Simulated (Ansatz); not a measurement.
A relaxation computed with Ansatz, from input to last step.

```yaml
crystal:
  lattice:
    - [3.8190139033, 0.0, 0.0]
    - [0.0, 3.8190139033, 0.0]
    - [0.0, 0.0, 8.726950239]
  atoms:
    - { symbol: Cu, position: [0.0, 0.0, 0.5] }
    - { symbol: Cu, position: [0.5, 0.5, 0.5] }
    - { symbol: Bi, position: [0.0, 0.5, 0.8575742954] }
    - { symbol: Bi, position: [0.5, 0.0, 0.1424257046] }
    - { symbol: Se, position: [0.5, 0.0, 0.6721622157] }
    - { symbol: Se, position: [0.0, 0.5, 0.3278377843] }
    - { symbol: O, position: [0.5, 0.5, 0.0] }
    - { symbol: O, position: [0.0, 0.0, 0.0] }
basis:
  ecutwfc: 420
kpoints:
  mp_grid: { grid: [10, 10, 4] }
hamiltonian:
  xc: lda
scf:
  occupations: { method: gaussian, width: 0.01 }
output:
  forces: true
  stress: true
  eigenvalues: true
relax:
  adjacent_minimum: "off"
  f_tol: 0.01
  max_steps: 30
  cell: { stress_tol: 0.1, fix: [volume] }
```

```bash
ansatz run input.yaml --threads 2 --pin off --max-ram 5120MiB --backend cpu --events-out ev --progress --plain --runs-dir out
```

The calculation used DFT LDA, scalar-relativistic, plane waves, PAW (Ansatz).

The volume is held at 0.97 times that of the relaxed cell.

Of 4 frames 3 are shown, positions in Å and forces in eV/Å; the SCF threshold varies from step to step. Steps run on the plane waves of an earlier cell, with a Pulay correction in the pressure. The basis is chosen afresh for the last frame, the zero of the energies, and at times for earlier ones too; energy and pressure step there, also at an unchanged geometry.

```xyz
8
Lattice="3.8190 0.0000 0.0000 0.0000 3.8190 0.0000 0.0000 0.0000 8.7270" Properties=species:S:1:pos:R:3:forces:R:3 pbc="T T T" step=1 free_energy_over_end_meV_per_atom=1.37 pressure_GPa=3.98
Cu    0.0000    0.0000    4.3635    0.0000    0.0000    0.0000
Cu    1.9095    1.9095    4.3635    0.0000    0.0000    0.0000
Bi    0.0000    1.9095    7.4840    0.0000    0.0000   -0.3709
Bi    1.9095    0.0000    1.2429    0.0000    0.0000    0.3709
Se    1.9095    0.0000    5.8659    0.0000    0.0000    0.1756
Se    0.0000    1.9095    2.8610    0.0000    0.0000   -0.1756
O     1.9095    1.9095    0.0000    0.0000    0.0000    0.0000
O     0.0000    0.0000    0.0000    0.0000    0.0000    0.0000
8
Lattice="3.8330 0.0000 0.0000 0.0000 3.8330 0.0000 0.0000 0.0000 8.6632" Properties=species:S:1:pos:R:3:forces:R:3 pbc="T T T" step=2 free_energy_over_end_meV_per_atom=1.03 pressure_GPa=2.48
Cu    0.0000    0.0000    4.3316    0.0000    0.0000    0.0000
Cu    1.9165    1.9165    4.3316    0.0000    0.0000    0.0000
Bi    0.0000    1.9165    7.3893    0.0000    0.0000    0.3991
Bi    1.9165    0.0000    1.2740    0.0000    0.0000   -0.3991
Se    1.9165    0.0000    5.8385    0.0000    0.0000   -0.0287
Se    0.0000    1.9165    2.8247    0.0000    0.0000    0.0287
O     1.9165    1.9165    0.0000    0.0000    0.0000    0.0000
O     0.0000    0.0000    0.0000    0.0000    0.0000    0.0000
8
Lattice="3.8346 0.0000 0.0000 0.0000 3.8346 0.0000 0.0000 0.0000 8.6562" Properties=species:S:1:pos:R:3:forces:R:3 pbc="T T T" step=4 free_energy_over_end_meV_per_atom=0.00 pressure_GPa=3.04
Cu    0.0000    0.0000    4.3281    0.0000    0.0000    0.0000
Cu    1.9173    1.9173    4.3281    0.0000    0.0000    0.0000
Bi    0.0000    1.9173    7.4031    0.0000    0.0000    0.0061
Bi    1.9173    0.0000    1.2531    0.0000    0.0000   -0.0061
Se    1.9173    0.0000    5.8332    0.0000    0.0000    0.0051
Se    0.0000    1.9173    2.8230    0.0000    0.0000   -0.0051
O     1.9173    1.9173    0.0000    0.0000    0.0000    0.0000
O     0.0000    0.0000    0.0000    0.0000    0.0000    0.0000
```

The run took 2.5 min on 2 threads of Intel(R) Xeon(R) Processor @ 2.50GHz (Skylake/Cascade Lake) (shared host), peak memory 0.76 GiB.

Spin–orbit coupling is left out, which can shift energies with elements as heavy as these.